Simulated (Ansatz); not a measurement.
TcIr:
```
TcIr
1.0
    2.73435     0.00000     0.00000
   -1.36718     2.36802     0.00000
    0.00000     0.00000     4.35219
Tc Ir
1 1
Direct
  0.00000   0.00000   0.00000
  0.33333   0.66667   0.50000
```

Relaxed with r²SCAN. Special points in fractions of this cell's reciprocal vectors: Γ (0.000, 0.000, 0.000); M (0.500, 0.000, 0.000); K (0.333, 0.333, 0.000); A (0.000, 0.000, 0.500); L (0.500, 0.000, 0.500); H (0.333, 0.333, 0.500).

Problem. List the band energies nearest the Fermi level at these points for plane-wave PAW r²SCAN (Ansatz code).

Solution. In eV from the Fermi level; about four levels below and three above (degenerate sets whole), none deeper than 8.9 eV; … stands for higher levels left out; points with the same levels are listed once.

```csv
k,below,above
Γ,-1.83 -1.83 -1.62 -1.62,0.50 …
M,-3.56 -2.52 -2.45 -1.81,1.00 2.35 2.90
K,-4.60 -4.01 -2.72 -1.14,1.06 1.37 1.69
A,-3.83 -3.83 -2.81 -2.74 -2.74,0.22 0.22 …
L,-4.67 -2.07 -0.46 -0.40,0.66 1.13 2.76
H,-4.07 -2.46 -1.44 -1.08,0.97 1.83 8.14
```

Space group P-6m2. The workflow started from a Materials Project entry (that database holds measured and hypothetical structures alike); the Crystallography Open Database copy checked does not list it. With Tc and Ir taken as one species the cell has the higher symmetry P6_3/mmc, so it may be an ordered model of a mixed-site phase. Its standing as an ambient phase is unchecked. Symmetry was held in the r²SCAN relaxation; whether a distortion lowers the energy is not shown. No spin polarisation was allowed. Spin–orbit coupling is left out wherever it is not named.

Potentials: the later of the program's two PAW sets.
